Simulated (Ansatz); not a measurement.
Mn₃GaC (anti-perovskite, Pm-3m), DFT-PBE in the program Ansatz with PAW potentials, all energies at zero smearing, with the estimated change up to a 700 eV cutoff added, with one set of potentials and settings (totals compare only within such a set). Cell of 5 atoms (3 Mn, 1 Ga, 1 C): -15731.076 eV.

```csv
element,reference phase,E (eV/atom)
Mn,"I-43m, 29 atoms in the cell, spin-polarised",-3898.8617
Ga,"Cmce, 4 atoms in the cell",-3783.0209
C,"P6_3/mmc, 4 atoms in the cell",-250.9479
```

Formation energy per atom, worked out: (-15731.076 − 3×(-3898.8617) − 1×(-3783.0209) − 1×(-250.9479))/5 = -0.104 eV/atom (-10 kJ per mol of atoms), at 0 K, without zero-point energy or fitted corrections.

The first step of the workflow began from a Materials Project structure, measured or hypothetical; the Crystallography Open Database files this formula in space group No. 221, but the cells were not matched. Its standing as an ambient phase is unchecked. The PBE relaxation kept the symmetry of its start; whether a distortion lowers the energy is not shown. The final state is ferromagnetic, chosen from 4 collinear starts compared on coarse meshes (ties went to the first, and starts can fall back to one state), not a proven ground state. The references are the lowest solids computed at this level, not always the standard phases.

Potentials: the later of the program's two PAW sets.
